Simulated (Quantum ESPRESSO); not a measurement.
Parts of the isotropic shielding in KMgF$_{3}$, by PBE GIPAW (a modified build of Quantum ESPRESSO, JTH PAW datasets), 22.5 Ha, k-mesh 4×4×4 shifted:

```
CELL_PARAMETERS angstrom
      3.97847     0.00000     0.00000
      0.00000     3.97847     0.00000
      0.00000     0.00000     3.97847
ATOMIC_POSITIONS crystal
  K  0.50000 0.50000 0.50000
  Mg 0.00000 0.00000 0.00000
  F  0.00000 0.50000 0.00000
  F  0.50000 0.00000 0.00000
  F  0.00000 0.00000 0.50000
```
Geometry: a computed entry of the Materials Project; it was not checked against measured cells. It is KMgF3 in Pm-3m; whether this form has been observed was not checked. Stability against distortions was not tested.

The core term is that of the free atom's frozen core; the paramagnetic column sums the reconstruction terms. These are absolute shieldings with no macroscopic susceptibility term; δ = σ_ref − σ needs a reference computed alike. By our sweeps, such settings leave a few ppm in absolute σ. The datasets of Mg hold no d projectors, which limits absolute σ on these atoms.

| site | core | bare (smooth current) | diamagnetic correction | paramagnetic corrections | σ_iso (ppm) |
|---|---|---|---|---|---|
| K (atom 1) | 1193.4 | 92.1 | 22.4 | ? | ? |
| Mg (atom 2) | 412.8 | 22.1 | 250.3 | ? | ? |
| F (atoms 3, 4, 5) | 306.4 | 91.9 | 51.0 | ? | ? |

### Question
Some entries are withheld; supply them.

### Answer

- K (atom 1), paramagnetic corrections: -127.7
- K (atom 1), σ_iso (ppm): 1180.3
- Mg (atom 2), paramagnetic corrections: -130.5
- Mg (atom 2), σ_iso (ppm): 554.7
- F (atoms 3, 4, 5), paramagnetic corrections: -117.1
- F (atoms 3, 4, 5), σ_iso (ppm): 332.2
